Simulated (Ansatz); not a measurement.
input.yaml (Ansatz)

```yaml
crystal:
  lattice:
    - [0.0, 3.5335466134, 3.5335466134]
    - [3.5335466134, 0.0, 3.5335466134]
    - [3.5335466134, 3.5335466134, 0.0]
  atoms:
    - { symbol: Te, position: [0.125, 0.125, 0.125] }
    - { symbol: Te, position: [0.875, 0.875, 0.875] }
hamiltonian:
  xc: blyp
  pseudopotentials:
    kind: paw
    azcp:
      Te: "pseudopotentials/Te.paw.azcp"
basis:
  ecutwfc: 420
  fft_grid_basis: typed
kpoints:
  mp_grid: { grid: [8, 8, 8], shift: [0, 0, 0] }
magnetization:
  spin_polarized: false
scf:
  occupations: { method: fermi_dirac, width: 0.1 }
  lower_state_search: "off"
output:
  stress: true
  write_density: true
  write_potential: true
  elf: true
  volumetric_format: npy
```

Output

```
Engine: ansatz 0.2.0, x86_64-unknown-linux-gnu
Pseudopotentials: kind: paw
Pseudopotential: Te, paw, valence charge 16, recommended cutoff 420 eV (normal) 
Functional definition: BLYP
  parameter beta = 0.0042
  parameter a = 0.04918
  parameter b = 0.132
  parameter c = 0.2533
  parameter d = 0.349
  exchange = b88_x(beta = beta)
  correlation = lyp_c(a = a, b = b, c = c, d = d)
Crystal: 2 atoms, lattice volume = 88.239 Å³
Basis set: ecut = 420 eV, 1759 PW (Γ), exchange–correlation on 72×72×72 points (8 copies of the dense FFT grid, shifted against one another)
Bands: 20, of which v1, the nominal top of the filled ones, is band 16 counted from 1 (15 counted from 0)
Symmetry: 48 space group operations
Space group: Fd-3m (ITA 227), of the structure as read, at distance tolerance 4.5e-5 Å
k-points: 29 of 512
Non-local potential: Te, projectors of the file, l = 0: 2, l = 1: 2, l = 2: 2, l = 3: 2
PAW form: soft (Blöchl's): semilocal exchange-correlation on the pseudo side does not see the compensation charge
PAW frozen core: Te, regenerated for the run's functional, and the local potential with it (the file was generated under x = pbe(κ = 0.804, μ = 0.2195149727645171), c = pbe(β = 0.06672455060314922))
PAW one-centre angular grid: Te, 590 points (default); XC on 64 Gauss nodes
Initial density: superposition of atomic densities (neutral atoms: chi_scale 0, normalization atom), corrected by the library's trained network
Initial wavefunctions: pseudopotential atomic-orbital guess
Functional: x = b88, c = lyp
SCF iter   1: F=—  HF=-13993.665922 eV  |F-HF|=—  |Δ(HF+E_count)|=         —  Δρ=4.14e-3  dr2=1.39e-2  ethr=1.77e-3  ⟨swp⟩=6.3  Hψ=2922  notcnv=0
SCF iter   2: F=—  HF=-13993.660232 eV  |F-HF|=—  |Δ(HF+E_count)|=   5.69e-3  Δρ=9.12e-4  dr2=7.03e-4  ethr=4.33e-5  ⟨swp⟩=2.2  Hψ=1009  notcnv=0
SCF iter   3: F=—  HF=-13993.660415 eV  |F-HF|=—  |Δ(HF+E_count)|=   1.83e-4  Δρ=2.80e-4  dr2=7.90e-5  ethr=2.20e-6  ⟨swp⟩=2.0  Hψ=1051  notcnv=0
SCF iter   4: F=—  HF=-13993.660365 eV  |F-HF|=—  |Δ(HF+E_count)|=   5.00e-5  Δρ=7.43e-5  dr2=2.88e-6  ethr=2.47e-7  ⟨swp⟩=2.0  Hψ=1058  notcnv=0
iter 5 did not close the SCF: its close was put off for the readings that it lacked (scf_convergence_deferred on its scf_iter line)
SCF iter   5: F=-13993.660366 eV  HF=-13993.660366 eV  |F-HF|=9.14e-9  |Δ(HF+E_count)|=   9.84e-7  Δρ=6.07e-6  dr2=3.08e-8  ethr=9.01e-9  ⟨swp⟩=2.0  Hψ=1051  notcnv=0
SCF iter   6: F=-13993.660366 eV  HF=-13993.660366 eV  |F-HF|=5.73e-10  |Δ(HF+E_count)|=   1.33e-8  Δρ=8.05e-7  dr2=2.48e-10  ethr=9.63e-11  ⟨swp⟩=7.4  Hψ=3642  notcnv=0
SCF 1 converged in 6 iterations: F = -13993.660366 eV  dr2 = 2.48e-10
SCF converged after 6 iterations
Free energy (F): -13993.660366 eV
Harris-Foulkes:  -13993.660366 eV  (|F-HF|=5.73e-10)
Internal energy: -13993.594386 eV  (E = F + TS)
E sigma→0 (E₀):  -13993.627376 eV
Entropy (-TS):   -0.065980 eV (-32.990 meV/atom)
Fermi energy:    6.252232 eV
--- Per-component energies (eV) ---
  E_band       = -613.174117
  E_kinetic    = 362.000678
  E_local      = -3234.684840  (includes V_loc(G=0)·N_el)
  E_nonlocal   = -625.077743
  E_hartree    = 1919.654067
  E_xc         = -244.397413
  E_vxc        = -201.889549  (∫ρ·V_xc dr)
  E_paw        = -9361.193221  (= ΣΔE_a)
  E_vpaw       = -752.830532  (= ΣTr[D̂ρ^β])
  E_aug_tail   = -0.000410  (compensation charges beyond the density's cutoff)
  E_ewald      = -2809.840309
  E_core_change = -0.055193  (= ΣΔE_core)
  E_smearing   = -0.065980  (= −TS)
  E_closure    = -0.000000  (closes the sum)
  Σ components = -13993.660366   (vs F -13993.660366, Δ=0.00e0)
--- Stress (GPa, compression-positive) ---
        3.752269      -0.000000       0.000000
       -0.000000       3.752269       0.000000
        0.000000       0.000000       3.752269
  P = ⅓ Tr σ = 3.7523 GPa (37.523 kbar)
--- Band table (eV; the first three rows and the last of 29) ---
  k-point 0: bands = ["-31.0659", "-31.0659", "-31.0659", "-31.0512", "-31.0512", "-31.0172", "-31.0172", "-31.0107", "-31.0107", "-31.0107", "-6.9742", "-2.4622", "3.1858", "3.1858", "3.1858", "5.5247", "5.5247", "5.5247", "10.0548", "12.3621"]
  k-point 1: bands = ["-31.0668", "-31.0668", "-31.0650", "-31.0499", "-31.0499", "-31.0188", "-31.0188", "-31.0116", "-31.0094", "-31.0094", "-6.8866", "-2.6950", "3.0655", "3.0655", "3.1427", "5.7074", "5.7074", "5.7358", "10.4561", "12.0457"]
  k-point 2: bands = ["-31.0686", "-31.0686", "-31.0629", "-31.0472", "-31.0472", "-31.0216", "-31.0216", "-31.0137", "-31.0074", "-31.0074", "-6.6416", "-3.2557", "2.8287", "2.8287", "2.9792", "6.0816", "6.0816", "6.4171", "11.2195", "11.8606"]
  k-point 28: bands = ["-31.0742", "-31.0742", "-31.0422", "-31.0422", "-31.0345", "-31.0345", "-31.0303", "-31.0303", "-31.0017", "-31.0017", "-5.2201", "-5.2201", "1.7340", "1.7340", "5.2573", "5.2573", "7.5609", "7.5609", "11.3097", "11.3097"]
```

Command:

```sh
ansatz run input.yaml --threads 2 --pin off --max-ram 5120MiB --backend cpu --events-out ev --progress --plain --runs-dir out
```

On 2 threads of Intel(R) Xeon(R) Platinum 8488C (Sapphire Rapids) (shared host) this took about 1.6 s of wall time and 2.6 s of CPU time.
